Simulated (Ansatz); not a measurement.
**OsF3 (ReO3-type structure)**

Computed with Ansatz (plane waves, PAW, 420 eV cutoff): PBE, scalar-relativistic, collinear spin, Γ-centred 10×10×10 mesh, 0.05 eV Gaussian smearing. The datasets are Ansatz's generated set soft_2.

```xyz
4
Lattice="4.0302 0.0000 0.0000 0.0000 4.0302 0.0000 0.0000 0.0000 4.0302" Properties=species:S:1:pos:R:3 pbc="T T T"
Os    0.0000    0.0000    0.0000
F     2.0151    0.0000    0.0000
F     0.0000    0.0000    2.0151
F     0.0000    2.0151    0.0000
```

The cell came from substitution into a structure type; no database entry of this phase was matched, which doesn't show that none exists. The ideal cubic cell shuts out tilts of the octahedra, which such structures often take.

Magnetic state: ferromagnetic, site spin moments Os 0.14 μB.

The cell above was scaled in volume, its shape and atoms being fixed by the lattice's symmetry. Energies are counted from the cell above.

Cell and atoms are those of this level's equilibrium.

```tsv
V (Å³/atom)	ΔE (meV/atom)	P (GPa)	largest moment (μB)
15.46	20.3	7.6	0.13
15.71	10.4	5.3	0.13
16.04	2.5	2.5	0.14
16.36	0.0	0.0	0.14
16.69	2.3	-2.2	0.14
17.02	8.9	-4.2	0.15
17.51	24.4	-5.4	0.72
18.00	43.2	-6.5	0.97
```

Can a bulk modulus be trusted from these points?

No. The site moments jump between neighbouring points, so the points belong to different magnetic states and not to one curve.

The moment grows with the volume: wider spacing narrows the bands, and exchange then polarises them more fully.

For elements this heavy, spin–orbit coupling would shift levels and gaps; it isn't included here. So small a moment in a metal hangs on mesh and smearing, and semilocal functionals can overstate it, so the real crystal may have none. Site moments are of spin, integrated over atomic spheres.
